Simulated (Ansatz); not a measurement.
Ansatz input

```yaml
crystal:
  lattice:
    - [0.0, 3.2849071823, 3.2849071823]
    - [3.2849071823, 0.0, 3.2849071823]
    - [3.2849071823, 3.2849071823, 0.0]
  atoms:
    - { symbol: La, position: [0.125, 0.125, 0.125] }
    - { symbol: La, position: [0.875, 0.875, 0.875] }
hamiltonian:
  xc: r2scan
  pseudopotentials:
    kind: paw
    azcp:
      La: "pseudopotentials/La.paw.azcp"
basis:
  ecutwfc: 500
  fft_grid_basis: typed
kpoints:
  mp_grid: { grid: [9, 9, 9], shift: [0, 0, 0] }
magnetization:
  spin_polarized: false
scf:
  occupations: { method: fermi_dirac, width: 0.1 }
  lower_state_search: "off"
output:
  stress: true
```

Terminal output

```
Engine: ansatz 0.2.0, x86_64-unknown-linux-gnu
Pseudopotentials: kind: paw
Pseudopotential: La, paw, valence charge 11, recommended cutoff 500 eV (meta_gga) 
Functional definition: r2SCAN
  parameter k0 = 0.174
  parameter k1 = 0.065
  parameter a1 = 4.9479
  exchange = r2scan_x(k0 = k0, k1 = k1, a1 = a1)
  correlation = r2scan_c
Crystal: 2 atoms, lattice volume = 70.892 Å³
Basis set: ecut = 500 eV, 1807 PW (Γ), exchange–correlation on 144×144×144 points (64 copies of the dense FFT grid, shifted against one another)
Bands: 15, of which v1, the nominal top of the filled ones, is band 11 counted from 1 (10 counted from 0)
Symmetry: 48 space group operations
Space group: Fd-3m (ITA 227), of the structure as read, at distance tolerance 4.1e-5 Å
k-points: 35 of 729
Non-local potential: La, projectors of the file, l = 0: 3, l = 1: 2, l = 2: 2, l = 3: 3
PAW form: soft (Blöchl's): semilocal exchange-correlation on the pseudo side does not see the compensation charge
PAW frozen core: La, regenerated for the run's functional (the file was generated under x = pbe(κ = 0.804, μ = 0.2195149727645171), c = pbe(β = 0.06672455060314922))
PAW one-centre angular grid: La, 974 points (default); XC on 160 Gauss nodes
Initial density: superposition of atomic densities (neutral atoms: chi_scale 0, normalization atom), corrected by the library's trained network
Initial wavefunctions: pseudopotential atomic-orbital guess
Functional: x = r2scan, c = r2scan; τ floored in thin density (d = 2e-4 eV/Å³)
SCF iter   1: F=-12527.479618 eV  HF=-12527.365114 eV  |F-HF|=1.15e-1  |Δ(HF+E_count)|=         —  Δρ=1.61e-2  dr2=1.84e-1  dr2_τ=2.64e-2  ethr=1.77e-3  ⟨swp⟩=6.3  Hψ=3171  notcnv=0
SCF iter   2: F=-12527.558008 eV  HF=-12527.568798 eV  |F-HF|=1.08e-2  |Δ(HF+E_count)|=   2.04e-1  Δρ=8.01e-3  dr2=4.19e-2  dr2_τ=2.07e-3  ethr=8.39e-4  ⟨swp⟩=3.5  Hψ=1499  notcnv=0
SCF iter   3: F=-12527.572807 eV  HF=-12527.571118 eV  |F-HF|=1.69e-3  |Δ(HF+E_count)|=   2.32e-3  Δρ=1.74e-3  dr2=3.30e-3  dr2_τ=3.26e-5  ethr=1.91e-4  ⟨swp⟩=4.1  Hψ=1300  notcnv=0
SCF iter   4: F=-12527.573684 eV  HF=-12527.573279 eV  |F-HF|=4.04e-4  |Δ(HF+E_count)|=   2.16e-3  Δρ=5.83e-4  dr2=4.37e-4  dr2_τ=4.27e-6  ethr=1.50e-5  ⟨swp⟩=3.0  Hψ=1204  notcnv=0
SCF iter   5: F=-12527.573815 eV  HF=-12527.573782 eV  |F-HF|=3.31e-5  |Δ(HF+E_count)|=   5.02e-4  Δρ=1.84e-4  dr2=5.26e-5  dr2_τ=3.53e-7  ethr=1.99e-6  ⟨swp⟩=2.5  Hψ=1103  notcnv=0
SCF iter   6: F=-12527.573836 eV  HF=-12527.573831 eV  |F-HF|=4.47e-6  |Δ(HF+E_count)|=   4.97e-5  Δρ=6.20e-5  dr2=1.86e-6  dr2_τ=5.51e-8  ethr=2.39e-7  ⟨swp⟩=2.0  Hψ=870  notcnv=0
SCF iter   7: F=-12527.573837 eV  HF=-12527.573836 eV  |F-HF|=3.77e-7  |Δ(HF+E_count)|=   5.08e-6  Δρ=1.57e-5  dr2=2.62e-7  dr2_τ=3.81e-9  ethr=8.45e-9  ⟨swp⟩=2.0  Hψ=924  notcnv=0
SCF iter   8: F=-12527.573837 eV  HF=-12527.573837 eV  |F-HF|=1.61e-9  |Δ(HF+E_count)|=   5.48e-7  Δρ=2.59e-6  dr2=7.78e-9  dr2_τ=7.43e-11  ethr=4.55e-10  ⟨swp⟩=5.7  Hψ=2200  notcnv=0
SCF 1 converged in 8 iterations: F = -12527.573837 eV  dr2 = 7.78e-9
SCF converged after 8 iterations
Free energy (F): -12527.573837 eV
Harris-Foulkes:  -12527.573837 eV  (|F-HF|=1.61e-9)
Internal energy: -12527.523848 eV  (E = F + TS)
E sigma→0 (E₀):  -12527.548842 eV
Entropy (-TS):   -0.049989 eV (-24.995 meV/atom)
Fermi energy:    11.330324 eV
--- Per-component energies (eV) ---
  E_band       = -102.682348
  E_kinetic    = 399.157364
  E_local      = -829.659200  (includes V_loc(G=0)·N_el)
  E_nonlocal   = 188.178142
  E_hartree    = 286.932826
  E_xc         = -267.920514
  E_vxc        = -326.578648  (∫ρ·V_xc dr)
  E_paw        = -10875.735940  (= ΣΔE_a)
  E_vpaw       = -124.626207  (= ΣTr[D̂ρ^β])
  E_aug_tail   = 0.000000  (compensation charges beyond the density's cutoff)
  E_vtau       = 16.983174  (kinetic-family band-sum trace: ∫τ·v_τ [+ j·A + Jᵃ·Aᵃ] dr)
  E_ewald      = -1428.613552
  E_core_change = 0.137025  (= ΣΔE_core)
  E_smearing   = -0.049989  (= −TS)
  E_closure    = -0.000000  (closes the sum)
  Σ components = -12527.573837   (vs F -12527.573837, Δ=0.00e0)
--- Stress (GPa, compression-positive) ---
        2.231446       0.000000       0.000000
        0.000000       2.231446       0.000000
       -0.000000       0.000000       2.231446
  P = ⅓ Tr σ = 2.2314 GPa (22.314 kbar)
```

Command:

```sh
ansatz run input.yaml --threads 1 --pin off --max-ram 3584MiB --backend cpu --events-out ev --progress --plain --runs-dir out
```

On 1 thread of Intel(R) Xeon(R) Platinum 8259CL CPU @ 2.50GHz (Skylake/Cascade Lake) (shared host) this took about 10 s of wall time and 10 s of CPU time.
